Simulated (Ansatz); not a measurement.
## RbFe3H6Se2O14 at a changed volume: Fe-57 Mössbauer parameters

Cell: a refined structure from the COD, relaxed with PBE at fixed cell and then changed (volume scaled by 0.99).

```xyz
26
Lattice="3.6887 2.1297 5.9188 -3.6887 2.1297 5.9188 0.0000 -4.2594 5.9188" Properties=species:S:1:pos:R:3 pbc="T T T"
Rb    0.0000    0.0000    0.0000
Fe    1.8444    1.0648    2.9594
Fe   -1.8444    1.0648    2.9594
Fe    0.0000   -2.1297    2.9594
H     0.0000   -1.7535    7.9834
H     1.5185    0.8767    7.9834
H    -1.5185    0.8767    7.9834
H    -1.5185   -0.8767    9.7730
H     0.0000    1.7535    9.7730
H     1.5185   -0.8767    9.7730
Se    0.0000    0.0000    5.5358
Se    0.0000    0.0000   12.2206
O     0.0000    0.0000    7.1924
O     0.0000    0.0000   10.5640
O     1.3569    0.7834    4.9666
O    -1.3569    0.7834    4.9666
O     0.0000   -1.5668    4.9666
O     0.0000    1.5668   12.7898
O     1.3569   -0.7834   12.7898
O    -1.3569   -0.7834   12.7898
O     0.0000   -2.6309    8.4311
O     2.2784    1.3154    8.4311
O    -2.2784    1.3154    8.4311
O    -2.2784   -1.3154    9.3254
O     0.0000    2.6309    9.3254
O     2.2784   -1.3154    9.3254
```

Sites (sets of like atoms) are named by element and the number of their first atom in this list.

Computed with Ansatz: DFT, PBE, plane waves and PAW, scalar-relativistic, collinear spin, 420 eV cutoff, Γ-centred 4×4×4 k-points, Fermi–Dirac smearing 0.05 eV. Start moments as typed (μB): 5 on each Fe, none on the rest. The program fits them to the shells of the files, so those used differ somewhat.

Isomer shifts (against α-Fe) follow from the electron density at the nucleus, δ = α(ρ − ρ₀), with α = -0.366 mm s⁻¹ a₀³ and ρ₀ = 14904.00 a₀⁻³ from a line fitted to 10 measured compounds at this level of theory (rms miss 0.11 mm/s). ΔE_Q = ½eQV_zz(1 + η²/3)^½ with Q = 0.160 b for the 14.4 keV state. B_c is the Fermi-contact field along the atom's own moment; orbital and dipolar fields are not included.

Q: What would the Fe-57 spectrum's parameters be?

A: 

```tsv
site	atoms	first shell	ρ − ρ₀ (a₀⁻³)	δ (mm/s)	ΔE_Q (mm/s)	η	|m| (μB)	B_c (T)
Fe	2, 3, 4	6 O at 1.98–2.08 Å	-1.52	0.56	0.85	0.78	3.45	-24.0
```



Runs of this kind can end above the lowest electronic state. The run finds no gap above 0.1 eV (a metal, or nearly one), so the gradients can move by 10 % or more with the k-mesh. Semilocal functionals can leave a metal where correlation in the d or f shell opens a gap in the real compound, and that would change the values at and beside Fe. With these PAW files V_zz is typically within 2 to 3 % of all-electron values, but misses above 10 % occur on Fe. All moments are parallel here, as the start or the cell imposes; many such compounds order antiparallel, where fields and spin densities carried over to other atoms largely cancel. The magnetic order is the one that the run reached from its start moments, not necessarily the measured one; the program found signs of a lower order. Semilocal functionals underestimate the core's spin polarisation, so contact fields of ionic iron come out too small in magnitude.

Hardware: 2 threads of Intel Xeon Processor @ 2.50GHz (Skylake/Cascade Lake) (x86_64; 62 cores open to the job, memory cap 5.0 GiB, no GPU), a shared host with a load of 0.8 a core. Wall time 2.5 min, CPU time 4.6 min, peak memory 1.3 GiB.
